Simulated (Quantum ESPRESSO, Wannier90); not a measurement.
Tight-binding from DFT: Te (C2/m)

```
begin unit_cell_cart
ang
    3.8202900000   -2.1482050000    0.0000000000
    3.8202900000    2.1482050000    0.0000000000
   -0.0942870000    0.0000000000    5.9760860000
end unit_cell_cart
begin atoms_frac
Te  -0.3094500000 -0.3094500000 -0.3388100000
Te   0.3094500000  0.3094500000  0.3388100000
Te   0.0000000000  0.0000000000  0.0000000000
end atoms_frac
```

Materials Project entry mp-570459; symmetrised, unrelaxed at this level. Not found in the COD (Crystallography Open Database) copy used, which has the formula in other groups; not checked further. Level: PBEsol, spinors with spin-orbit coupling; pw.x of Quantum ESPRESSO at 64 Ry with PseudoDojo potentials, 6×6×4 k-points, Wannier90. Density: 8×8×6 mesh, cold smearing 0.01 Ry. With spin-orbit coupling a semilocal functional can close or falsely invert a small gap; the band order was not checked against a better method.

Bands 31-36 form an isolated set from -13.64 to -8.31 eV relative to the Fermi level (on the path) and are turned into 6 Wannier functions by minimising the spread from the start: atomic waves Te 5s.

Where do the functions sit, how wide are they and what are they made of?


| functions | spread (Å²) | nearest atom, distance (Å) | second atom, distance (Å) | weight on atomic waves |
|---|---|---|---|---|
| 6 | 1.75 | Te 0.03 | Te 3.04 | Te 5s 89 %, Te 5p 11 % |

Ω_I = 10.43 Å², Ω_total = 10.49 Å²; the interpolated bands follow pw.x to 0.9 meV rms on the path. Only this start was tried; a symmetric start can stop on a saddle, and mixtures of these functions could lower the total by at most Ω_total − Ω_I.
